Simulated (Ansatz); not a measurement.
Name crystals whose computed values (the program Ansatz at the r²SCAN level (PAW)) fall in these windows: B₀ by P(V) fit (GPa) 30 to 42; gap (eV) 0.26 to 0.34.



```
crystal                                                    B₀ by P(V) fit (GPa)  gap (eV)
---------------------------------------------------------  --------------------  --------
RbZn4As3, P4/mmm (Rb on 1b, Zn on 4i, As on 2h, As on 1a)                  36.7      0.29
```
Others may fit too.

Standing as an ambient phase not checked: RbZn4As3, P4/mmm (Rb on 1b, Zn on 4i, As on 2h, As on 1a). The cell was relaxed under the symmetry of its start. Spin–orbit coupling is left out wherever it is not named.

Potentials: the later of the program's two PAW sets.
